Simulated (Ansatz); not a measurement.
Ti6Si7Ni16: computed property card

Ti6Si7Ni16:
```
Ti6Si7Ni16
1.0
    0.00000     5.54277     5.54277
    5.54277     0.00000     5.54277
    5.54277     5.54277     0.00000
Ti Si Ni
6 7 16
Direct
  0.29784   0.70216   0.29784
  0.70216   0.29784   0.70216
  0.29784   0.70216   0.70216
  0.70216   0.29784   0.29784
  0.29784   0.29784   0.70216
  0.70216   0.70216   0.29784
  0.00000   0.00000   0.00000
  0.50000   0.00000   0.50000
  0.00000   0.50000   0.50000
  0.00000   0.50000   0.00000
  0.50000   0.00000   0.00000
  0.50000   0.50000   0.00000
  0.00000   0.00000   0.50000
  0.00170   0.66610   0.66610
  0.99830   0.33390   0.33390
  0.33390   0.33390   0.99830
  0.66610   0.66610   0.00170
  0.66610   0.00170   0.66610
  0.33390   0.99830   0.33390
  0.33390   0.33390   0.33390
  0.66610   0.66610   0.66610
  0.64655   0.11782   0.11782
  0.35345   0.88218   0.88218
  0.88218   0.88218   0.35345
  0.11782   0.11782   0.64655
  0.11782   0.64655   0.11782
  0.88218   0.35345   0.88218
  0.88218   0.88218   0.88218
  0.11782   0.11782   0.11782
```

Space group Fm-3m (No. 225); conventional cell a = b = c = 11.086 Å, α = β = γ = 90.00°.

Method: r²SCAN in the plane-wave PAW code Ansatz. Structure relaxed to zero pressure with the same functional. Other levels are named where they apply.

### Cell and energy

```
Property                                                       Value
-----------------------------------------------------  -------------
Volume per atom                                             11.74 Å³
Density                                                   6.94 g/cm³
Formation energy from the elements (no fitted shifts)  -0.72 eV/atom
```

### Electronic structure

```
Item                                                                        Result
------------------------------------  --------------------------------------------
Electronic character                                             metallic (no gap)
Density of states at the Fermi level  0.57 states/eV per atom (mean over ±0.08 eV)
```

The first step of the workflow began from a Materials Project structure, measured or hypothetical; the Crystallography Open Database copy checked does not list it. Whether it is the stable phase at ambient conditions was not checked. The cell was relaxed with r²SCAN under the symmetry of its start; whether a distortion lowers the energy is not shown. The run is not spin-polarised. The references are the lowest solids computed at this level, not always the standard phases.

Potentials: the later of the program's two PAW sets.
